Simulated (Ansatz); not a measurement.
SiGe:
```xyz
4
Lattice="1.9605 1.1319 6.3918 -1.9605 1.1319 6.3918 0.0000 -2.2637 6.3918" Properties=species:S:1:pos:R:3 pbc="T T T"
Si     0.0000     0.0000    18.0028
Si     0.0000     0.0000     1.1725
Ge     0.0000     0.0000     8.3590
Ge     0.0000     0.0000    10.8162
```

Relaxed with PBEsol.

Question: Give the optical modes at the zone centre with their infrared activity from DFPT, PBEsol in the plane-wave PAW code Ansatz.

Answer: Transverse frequencies, without the LO–TO term; a row sums one degenerate level.

| ω (cm⁻¹) | degeneracy | IR ((D/Å)²/amu) | activity | symmetry |
|---|---|---|---|---|
| 74 | 2 | 0.00 | IR-inactive | Eg |
| 255 | 1 | 0.00 | IR-inactive | A1g |
| 295 | 1 | 0.06 | IR | A2u |
| 389 | 2 | 0.00 | IR-inactive | Eu |
| 410 | 2 | 0.00 | IR-inactive | Eg |
| 467 | 1 | 0.00 | IR-inactive | A1g |

Space group R-3m. The start of the workflow was typed in or built on a structure type; neither database checked (COD, Materials Project) lists it. Whether it is the stable phase at ambient conditions was not checked. The cell was relaxed with PBEsol under the symmetry of its start; its stability against distortions is not shown here.

Potentials: the earlier of the program's two PAW sets. The files were generated under PBE; for other functionals the program regenerates the frozen cores, and for LDA and PBEsol the local potential too.
